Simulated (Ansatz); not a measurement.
## Formation energy of IrS (rocksalt structure)

Method: PBEsol, scalar-relativistic; no spin polarisation; PAW, 420 eV, Γ-centred 10×10×10 mesh, 0.05 eV Gaussian smearing; code Ansatz. The datasets are Ansatz's generated set soft_2.

The start was a prototype's sites filled with these elements, not a measured cell.

It takes space group Fm-3m (No. 225, cubic). Conventional cell: a = 4.878 Å, b = 4.878 Å, c = 4.878 Å, α = 90.00°, β = 90.00°, γ = 90.00°. Ir (site symmetry m-3m) has 6 S at 2.44 Å as nearest neighbours. Around S (site symmetry m-3m) lie 6 Ir at 2.44 Å. (Shells end 15 % past the nearest neighbour.)

The elements were computed in their standard states with the same datasets, cutoff and functional. Absolute energies hang on the potentials; compare differences alone.

Energy of the relaxed cell (2 atoms, smearing extrapolated to zero): -12683.225 eV. Elements, in eV/atom: Ir -11799.036, S -884.892.

Question: What is the formation energy?

Answer: [-12683.225 − (1 × -11799.036 + 1 × -884.892)] / 2 = 0.35 eV/atom, or 34 kJ per mole of atoms.

The value is for 0 K, without zero-point energy. Uncorrected semilocal values for oxides, chalcogenides and halides often miss by tenths of an eV an atom. A positive value means that this structure is unstable even against the elements at this level.

The calculation's cell holds 23 valence electrons, an odd number. Without magnetic order each band takes two, so one stays part-filled and the crystal must be a metal. (Only strong correlation, outside this picture, could make a Mott insulator of it.)

No spin–orbit coupling, a notable omission for heavy elements. Spin polarisation wasn't tried. A displaced or strained copy of the relaxed cell lay 2.9 meV/atom lower, so the structure isn't a true minimum at this level, unless the mesh, which matters in a metal, makes it so.
